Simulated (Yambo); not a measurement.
G0W0@PBEsol for Cs$_{2}$LiLuCl$_{6}$ (space group Fm-3m, No. 225) in Yambo. Reference settings: 2×2×2 Γ-centred k mesh, bands 3 to 310 and a 6 Ry block in the screening, 310 bands in G with the Bruneval-Gonze terminator, plasmon pole fitted at 27.2 eV. The PBEsol gap Γ → Γ on this mesh is 5.23 eV; G0W0 gaps are taken between the same points.

The settings were changed. The gap went from 7.94 eV to 7.94 eV, and the shift of the valence edge from -1.68 eV to -1.55 eV.

Problem. Which change was made?
(A) 123 bands in W, 123 bands in G
(B) 123 bands in G
(C) 203 bands in G, no terminator
(D) 1×1×1 mesh

Solution. B, 123 bands in G. The others gave (gap, valence shift): 1×1×1 mesh: 7.74, -1.58 eV; 123 bands in W, 123 bands in G: 8.02, -1.38 eV; 203 bands in G, no terminator: 8.00, -1.37 eV.

Geometry of the Materials Project entry, not relaxed at this level; primitive cell a = 7.454 Å, b = 7.454 Å, c = 7.454 Å, α = 60.00°, β = 60.00°, γ = 60.00°.

The structure is a Materials Project entry; no match was found in the copy of COD used, and its stability was not checked.

A shift is the quasiparticle energy of the state minus its PBEsol energy.
